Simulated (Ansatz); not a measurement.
TiSi2 (C54 type, space group Fddd)

```xyz
6
Lattice="0.0000 4.0901 4.2499 2.3801 0.0000 4.2499 2.3801 4.0901 0.0000" Properties=species:S:1:pos:R:3 pbc="T T T"
Si     2.3801     5.4294     4.2499
Si     2.3801     2.7508     4.2499
Si     3.5701     4.7959     6.3749
Si     3.5701     7.4745     6.3749
Ti     0.0000     0.0000     0.0000
Ti     1.1900     2.0451     2.1250
```

The slice is a (0 1 -1) plane (indices of the conventional cell) through the point (0.336, 0.664, 0.336) (fractional), spanned by u = [1 -1 -1] and v = [100] in vectors of this cell: u (4.76 Å) and v (5.90 Å, at 90° to u). It covers one period; positions are fractions (u, v).

Level of theory: PBEsol (plane waves to 420 eV, PAW, scalar-relativistic; Ansatz, a first-principles code). k mesh 13×13×13. Inside the PAW spheres the values are not all-electron values, and peaks at nuclei hang on which shells count as valence. TiSi2 is run without spin polarisation. TiSi2 was relaxed with its symmetry unable to fall.

Predict the map of the electrostatic potential energy of an electron, from the cell's mean on the slice.


```
|xxxxx27887665678861xxxx|
|xxxxx47887544568873xxxx|
|xxxx1588754223578751xxx|
|xxx146776421124688751xx|
|22356666531012468987642|
|76665544432123578999887|
|98754222233345678899999|
|98641000134566666678999|
|98630xx0035676542123689|
|87630xx00367752xxxxx047|
|77641000246762xxxxxxx05|
|6775321246774xxxxxxxxx2|
|5887544467873xxxxxxxxx0|
|5887665678873xxxxxxxxxx|
|5887665678873xxxxxxxxx0|
|6887544568885xxxxxxxxx2|
|78764323578862xxxxxxx04|
|887531124677752xxxxx047|
|98752101346666542223578|
|98753212334455666778899|
|88765433322223568999999|
|66666654320000368999987|
|12356765310xx0257998642|
|xxx14676410xx02578852xx|
|xxxx1577530000357761xxx|
|xxxxx36764311356773xxxx|
|xxxxx16876544567862xxxx|
|xxxxx16887655678861xxxx|
```
Scale: ten equal steps from 2.00 (start of '0') to 10.52 (end of '9'), in the order '0123456789'. Values: electrostatic potential energy of an electron, from the cell's mean, in eV. The map has 23 points along u (one character each, u = 0 at the left) and 28 along v (v = 0 in the bottom row). Points within 1 Å of a nucleus are blanked (x), as the pseudised field means little there. Values under 2 eV are set to 2. The zero, the cell's mean, hangs on the PAW cores.
